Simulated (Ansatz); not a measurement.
InMo3C (anti-perovskite, space group No. 221) at seven volumes, plane-wave PAW PBEsol (Ansatz code), scaled uniformly. One row is withheld.

```
V (Å³/atom)  P (GPa)
-----------  -------
13.220         28.01
13.655         17.13
14.091          7.88
14.527          0.00
14.963             ?
15.399        -12.39
15.834        -17.22
```

**Question.** Fit the shown pressures and predict the withheld one.

**Answer.** Third-order Birch–Murnaghan: P = (3/2)B₀(x^(7/2) − x^(5/2))[1 + (3/4)(B′ − 4)(x − 1)] with x = (V₀/V)^(2/3). Least squares on the six rows gives V₀ = 14.527 Å³/atom, B₀ = 241.4 GPa, B′ = 4.38. At V = 14.963, x = 0.9805 and P = -6.69 GPa. The run itself gave -6.70 GPa.

Space group Pm-3m (anti-perovskite). The start of the workflow was typed in or built on a structure type; neither database checked (COD, Materials Project) lists it. Whether it is the stable phase at ambient conditions was not checked. The PBEsol relaxation kept the symmetry of its start; its stability against distortions is not shown here. No spin polarisation was allowed.

Potentials: the later of the program's two PAW sets.
